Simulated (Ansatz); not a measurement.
Space group P6/mmm (No. 191). a = 3.069 Å, b = 3.069 Å, c = 3.508 Å, α = 90.00°, β = 90.00°, γ = 120.00°
| atom | site | symmetry | x | y | z |
| --- | --- | --- | --- | --- | --- |
| Mg | 1a | 6/mmm | 0.0000 | 0.0000 | 0.0000 |
| B | 2d | -6m2 | 0.3333 | 0.6667 | 0.5000 |

Equation of state of this MgB$_{2}$ structure (not necessarily the ground state), with shape and atoms relaxed at each volume where symmetry leaves them free. It has no gap at any of these volumes. These are results of Ansatz, DFT r2SCAN, scalar-relativistic, plane waves, PAW, not measurements.

Settings: cutoff 500 eV, Γ-centred mesh 18×18×12 on the computed 3-atom cell, Gaussian smearing of 0.10 eV; no spin polarisation.

| V (Å³/atom) | E − E(largest V) (meV/atom) | P (GPa) |
| --- | --- | --- |
| 8.969 | 3.01 | 10.33 |
| 9.255 | -10.38 | 4.81 |
| 9.541 | -14.57 | 0.02 |
| 9.828 | -10.75 | -4.13 |
| 10.114 | 0.00 | -7.75 |

Task: Fit a third-order Birch–Murnaghan equation to E(V).

Result: V0 = 9.54 Å³/atom, B0 = 149 GPa, B0' = 3.7.

Cost: 5 runs of about 3 core-minutes in all, on Arm Neoverse V1 (shared hosts).